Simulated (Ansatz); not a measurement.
**Lattice vibrations of NbMo$_{3}$S$_{8}$ at Γ**

All numbers below come from Ansatz 0.2.0, DFT PBE, scalar-relativistic, plane waves, PAW. Plane waves to 420 eV; Γ-centred k mesh 12×12×2; Fermi-Dirac smearing of 0.15 eV. No spin polarisation. Phonons by linear response, acoustic sum rule imposed.

The cell, relaxed at this level:
```xyz
12
Lattice="3.2269 0.0000 0.0000 -1.6134 2.7945 0.0000 0.0000 0.0000 28.9001" Properties=species:S:1:pos:R:3 pbc="T T T"
Nb    0.0000    0.0000    0.0000
Mo    0.0000    0.0000   14.4501
Mo    0.0000    0.0000    7.0089
Mo    0.0000    0.0000   21.8912
S     0.0000    1.8630    1.6040
S     0.0000    1.8630   15.9989
S     1.6134    0.9315    5.4604
S     1.6134    0.9315   20.3426
S     1.6134    0.9315    8.5575
S     1.6134    0.9315   23.4397
S     0.0000    1.8630   27.2961
S     0.0000    1.8630   12.9012
```

The structure comes from a generated guess, relaxed at this level; another structure or a mixture of phases may lie lower. In a metal, frequencies depend on the k mesh and the smearing, soft modes most. No dispersion correction is applied, so modes and constants that involve weak contacts between layers, chains or molecules come out too soft.

Problem. Is this structure stable against zone-centre distortions?

Solution. Yes, at Γ: no optical mode is imaginary. Strains and other wave vectors aren't tested by this run.

Problem. List the optical modes at Γ (i marks imaginary ones).

Solution.
```csv
frequency (cm⁻¹),degeneracy
≈0,2
≈0,2
≈0,2
7,1
8,1
12,1
218,2
272,4
272,2
306,2
366,6
374,1
394,1
394,1
394,1
405,1
449,1
449,1
451,1
```
